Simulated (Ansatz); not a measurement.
Na$_{3}$Bi:
```
CELL_PARAMETERS angstrom
      5.41336     0.00000     0.00000
     -2.70668     4.68810     0.00000
      0.00000     0.00000     9.63387
ATOMIC_POSITIONS crystal
  Na 0.33333 0.66667 0.91739
  Na 0.66667 0.33333 0.08261
  Na 0.66667 0.33333 0.41739
  Na 0.33333 0.66667 0.58261
  Na 0.00000 0.00000 0.25000
  Na 0.00000 0.00000 0.75000
  Bi 0.66667 0.33333 0.75000
  Bi 0.33333 0.66667 0.25000
```

Relaxed with PBEsol. Plane-wave PAW PBEsol (Ansatz code) gives no gap.

**Question.** What gap does HSE06 give on the same cell (Ansatz, PAW)?

**Answer.** 0.24 eV. The hybrid was solved on a coarser mesh and at special points; the gap given is the minimum over both. On such a mesh it can open a false gap in a semimetal.

```csv
k,v1 PBEsol,c1 PBEsol,v1 HSE06,c1 HSE06
Γ,0.00,0.00,0.00,0.24
A,-0.09,1.21,?,?
K,-0.96,1.28,?,?
H,-0.53,2.08,-0.58,2.62
M,-0.34,1.66,?,?
L,-0.56,1.21,?,?
```

**Question.** Top valence (v1) and lowest conduction level (c1) in eV from each method's valence maximum (which need not be a listed point): supply the withheld HSE06 values.

**Answer.** 
- L, v1 HSE06: -0.62
- L, c1 HSE06: 1.68
- M, v1 HSE06: -0.37
- M, c1 HSE06: 2.18
- A, v1 HSE06: -0.10
- A, c1 HSE06: 1.72
- K, v1 HSE06: -1.03
- K, c1 HSE06: 1.73

Cost on shared cores: the PBEsol run (SCF on a 9×9×5 mesh, then bands and DOS) around 2.5 core-minutes (rough), the HSE06 run (SCF on 4×4×2, then a few points) roughly 5 core-minutes; the tasks are unlike.

Space group P6_3/mmc. The workflow started from a Materials Project entry (that database holds measured and hypothetical structures alike); the Crystallography Open Database files this formula in space group No. 194, but the cells were not matched. Whether it is the stable phase at ambient conditions was not checked. Symmetry was held in the PBEsol relaxation; whether a distortion lowers the energy is not shown. Scalar-relativistic: spin–orbit coupling is off unless named, which matters more the heavier the elements.

Potentials: the later of the program's two PAW sets.
